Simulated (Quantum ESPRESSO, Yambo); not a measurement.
# Levels of theory for the gap of La₂O₃

La2O3 (space group P-3m1, No. 164): one geometry, one set of PBEsol (Quantum ESPRESSO, PseudoDojo norm-conserving, 110 Ry, with spin-orbit coupling) orbitals, self-energies from Yambo (3×3×2 Γ-centred k mesh, 312 bands and a 8 Ry block in the screening, 312 bands in G with the Bruneval-Gonze terminator, plasmon pole fitted at 27.2 eV).

The geometry is that of Materials Project entry mp-1968, symmetrised and not relaxed again.

```tsv
level	gap (0, 0.333, -0.5) → K (eV)	direct gap at K (eV)	rough Yambo cost
PBEsol (Quantum ESPRESSO)	3.85	3.86	–
exchange only (Hartree-Fock self-energy on PBEsol orbitals)	13.96	13.92	about 1/10 (13 states)
static COHSEX@PBEsol	6.04	6.03	within a factor of two (3 states)
G0W0@PBEsol, plasmon pole	5.25	5.29	1 (13 states)
```

Bare exchange has no screening and gives the widest gap; static COHSEX screens it but leaves out the frequency dependence, which G0W0 restores. The mesh misses a band edge: along a dense path the PBEsol gap is 3.76 eV against 3.85 eV on the mesh.

Costs are rough ratios of core time on shared machines.

Convergence of the G0W0 settings was not tested. The k mesh is coarse.

The 4f states are in the valence at their DFT position.
